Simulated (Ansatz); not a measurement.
NaMgI3 in the cubic perovskite structure, relaxed with r2SCAN in Ansatz. It is cubic, Pm-3m (No. 221); conventional cell a = 5.788 Å, 38.79 Å³ an atom. Na has 12 I at 4.09 Å; Mg has 6 I at 2.89 Å; I has 2 Mg at 2.89 Å and 4 Na at 4.09 Å.

The axes x, y and z are those of this cell:
```
CELL_PARAMETERS angstrom
5.78833 0.00000 0.00000
0.00000 5.78833 0.00000
0.00000 0.00000 5.78833
ATOMIC_POSITIONS crystal
Na 0.00000 0.00000 0.00000
Mg 0.50000 0.50000 0.50000
I 0.50000 0.50000 0.00000
I 0.50000 0.00000 0.50000
I 0.00000 0.50000 0.50000
```

Unstrained: The PBE gap is indirect, 1.204 eV (R to Γ), below the direct gap of 1.752 eV at Γ. With r2SCAN the valence top lies at R and the conduction bottom at Γ, 1.822 eV higher; the smallest vertical gap, at Γ, is 2.392 eV. The HSE06 gap is indirect, 2.089 eV (R to Γ), below the direct gap of 2.643 eV at Γ. Meshes: PBE 4×4×4, r2SCAN 4×4×4, HSE06 4×4×4. Strains are changes of length per length. After each strain the atoms were relaxed again with r2SCAN in this cell and within any symmetry left, so distortions that break it or need a larger cell weren't tested; points keep the names that they have in the unstrained zone. Values at 0 K without nuclear motion; spin polarisation is off, and the phase may be a hypothetical one.

Question: Estimate what isotropic -0.5 % on every length does to the gap.

Answer: PBE: the gap goes from 1.204 to 1.219 eV (+0.015 eV). r2SCAN: the gap goes from 1.822 to 1.830 eV (+0.008 eV). HSE06: the gap goes from 2.089 to 2.103 eV (+0.014 eV). The r2SCAN energy rises by 0.6 meV an atom.

Question: Estimate what isotropic +1.0 % on every length does to the gap.

Answer: PBE: the gap goes from 1.204 to 1.169 eV (-0.035 eV). r2SCAN: the gap goes from 1.822 to 1.799 eV (-0.023 eV). HSE06: the gap goes from 2.089 to 2.054 eV (-0.035 eV). The r2SCAN energy rises by 2.2 meV an atom.

Question: Apply epitaxial -0.5 % in the xy plane, free normal strain +0.25 %. How far does the gap move, against the unstrained cell?

Answer: PBE: the gap goes from 1.204 to 1.197 eV (-0.007 eV). r2SCAN: the gap goes from 1.822 to 1.811 eV (-0.011 eV). HSE06: the gap goes from 2.089 to 2.081 eV (-0.008 eV). The r2SCAN energy rises by 0.3 meV an atom.

Question: One strain changed the r2SCAN stress by xx +0.80, yy +0.29, zz +0.29 GPa (compression positive) and the gap by +0.004 eV (PBE), -0.006 eV (r2SCAN), +0.003 eV (HSE06). Which kind of strain was it, and roughly how large?

Answer: Uniaxial -2.0 % along x, other directions held. The pattern of the stress gives the kind; the size needs the stiffness, so it is an estimate.

No spin-orbit coupling is included; it can move band edges with weight on the heavy atoms by tenths of an eV.

The meshes of the hybrids are coarse, so their gaps aren't converged to the digits shown.
